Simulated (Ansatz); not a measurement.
Task: Each is relaxed and computed with PBE in the plane-wave PAW code Ansatz. Which is the only metal?
A) FeSi, P6/mmm (Fe on 3f, Si on 1a, Si on 2d)
B) SiSe2, Ibam (Se on 8j, Si on 4a)
C) SiGe, R-3m (Si on 6c, Ge on 6c)
D) SiC, Pnma (Si on 4c, C on 4c)

Result: A, FeSi, P6/mmm (Fe on 3f, Si on 1a, Si on 2d). FeSi: metal; SiSe2: gap 2.21 eV (indirect); SiC: gap 2.54 eV (indirect); SiGe: gap 0.38 eV (indirect). Spin orders computed, not proven ground states: FeSi, P6/mmm (Fe on 3f, Si on 1a, Si on 2d) antiferromagnetic. Constructed cells (a structure type filled with these elements, in neither database checked): FeSi, P6/mmm (Fe on 3f, Si on 1a, Si on 2d). Typed or built starts, not in the databases checked: SiC, Pnma (Si on 4c, C on 4c); SiGe, R-3m (Si on 6c, Ge on 6c). Not the usual ambient phase: SiC, Pnma (Si on 4c, C on 4c). Relaxed far from the usual cell of the phase: SiSe2, Ibam (Se on 8j, Si on 4a). Weakly bound layers, chains or molecules computed without a dispersion correction, so cells and soft constants are ill determined: SiSe2, Ibam (Se on 8j, Si on 4a). All cells were relaxed under the symmetry of their starts (and spin orders); stability against distortions was not tested throughout. Cells of antiferromagnets are given as chemical subcells. Spin–orbit coupling is left out wherever it is not named.

Potentials: the later of the program's two PAW sets.
